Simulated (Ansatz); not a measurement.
Ge (diamond), generalised stacking-fault energy along a line

Ge (diamond) is sheared across one {111} plane, glide cut: the third cell vector gains the shift, so faults repeat every 9.8 Å. The cut lies between planes 0.82 Å apart; the cell height is held.

```xyz
6
Lattice="4.0112 0.0000 0.0000 2.0056 3.4738 0.0000 0.0000 0.0000 9.8254" Properties=species:S:1:pos:R:3 pbc="T T T"
Ge     2.0056     1.1579     0.4094
Ge     4.0112     0.0000     3.6845
Ge     4.0112     2.3159     6.9597
Ge     4.0112     2.3159     9.4160
Ge     2.0056     1.1579     2.8657
Ge     0.0000     0.0000     6.1409
```

In-plane vectors a = (4.011, 0.000) Å, b = (2.006, 3.474) Å, area 13.93 Å². The shift is s times the vector a + b (length 6.948 Å), so s = 1 restores the start. Atoms relax along the normal only. γ = [E(shift) − E(0)] / area.

These are r2SCAN (plane waves to 500 eV, PAW, scalar-relativistic; Ansatz, a program for electronic structure) values and carry that method's errors. k mesh 8×8×3 (Γ-centred), Fermi-Dirac smearing 0.05 eV. E is the zero-smearing estimate. Stress and pressure are positive under compression. Some relaxations began with atoms very close together and may have settled on another branch. As the smearing reaches across the gap at some points, the k mesh leaves noise in γ, roughly 0.02 J/m² as judged from a few cases. Faults lie only 9.8 Å apart, and holding the cell height raises γ above its relaxed value. Ge was relaxed with its symmetry unable to fall. The PAW data are Ansatz's earlier set. γ is measured from zero shift.

```json
[
 {"s": "0.000", "γ (J/m²)": "0.00", "σ normal to the fault (GPa)": "0.0"},
 {"s": "0.083", "γ (J/m²)": "2.07", "σ normal to the fault (GPa)": "6.8"},
 {"s": "0.167", "γ (J/m²)": "4.51", "σ normal to the fault (GPa)": "16.6"},
 {"s": "0.250", "γ (J/m²)": "5.58", "σ normal to the fault (GPa)": "20.2"},
 {"s": "0.333", "γ (J/m²)": "5.93", "σ normal to the fault (GPa)": "21.1"},
 {"s": "0.417", "γ (J/m²)": "5.58", "σ normal to the fault (GPa)": "20.3"},
 {"s": "0.500", "γ (J/m²)": "4.50", "σ normal to the fault (GPa)": "16.5"},
 {"s": "0.583", "γ (J/m²)": "2.12", "σ normal to the fault (GPa)": "6.6"},
 {"s": "0.667", "γ (J/m²)": "0.08", "σ normal to the fault (GPa)": "0.7"},
 {"s": "0.750", "γ (J/m²)": "1.11", "σ normal to the fault (GPa)": "3.1"},
 {"s": "0.833", "γ (J/m²)": "1.73", "σ normal to the fault (GPa)": "5.1"},
 {"s": "0.917", "γ (J/m²)": "1.05", "σ normal to the fault (GPa)": "3.1"}
]
```

What the scan shows:

| Quantity | Value |
|---|---|
| Highest computed γ on the line | 5.93 J/m² |
| Position of the highest point | s = 0.333 |
| Local minima between the ends | s = 0.667 |
| γ at the intrinsic stacking fault, s = 0.667 | 0.08 J/m² |
| Lower barrier from zero shift into that minimum (unstable fault energy, highest computed point) | 1.73 J/m² |
| Steepest slope dγ/d(shift) before the first maximum (spline) | 49 GPa |

(The slope of γ gives the shear force per area between the displaced halves; near zero shift its curvature is an elastic stiffness.)
